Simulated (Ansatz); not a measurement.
**SbAs (R-3m), one atom moved over a plane**

Method: Ansatz 0.2.0, DFT r2SCAN, scalar-relativistic, plane waves, PAW. Cutoff 500 eV, Γ-centred 12×12×12 k-points, Gaussian smearing of 0.15 eV. No spin polarisation. Energies are free energies at this smearing, counted from the undisturbed cell; pressure is positive in compression.

Reference structure (as given, not relaxed at this level; it stands at -2.6 GPa, and it needn't be the usual structure):

```xyz
2
Lattice="2.0127 1.1621 3.6123 -2.0127 1.1621 3.6123 0.0000 -2.3241 3.6123" Properties=species:S:1:pos:R:3 pbc="T T T"
Sb    0.0000    0.0000    5.4185
As    0.0000    0.0000    0.0000
```

Atom 1 (Sb) is moved by p along (0.000, 1.000, 0.000) and q along (0.000, 0.000, 1.000) (Å), all else fixed. Points are written (p, q).

Energy above the undisturbed cell in eV/cell (a dash: not computed):

| p \ q | -0.300 | -0.150 | 0.000 | 0.150 | 0.300 |
| --- | --- | --- | --- | --- | --- |
| -0.300 | -0.06 | -0.07 | ? | -0.10 | -0.12 |
| -0.150 | ? | – | – | – | – |
| 0.000 | -0.17 | – | 0.00 | – | -0.17 |
| 0.150 | – | – | – | – | ? |
| 0.300 | -0.12 | -0.10 | ? | -0.07 | -0.06 |

Question: Fill in the withheld energies.

Answer: (-0.300, 0.000): -0.07; (-0.150, -0.300): -0.15; (0.150, 0.300): -0.15; (0.300, 0.000): -0.07.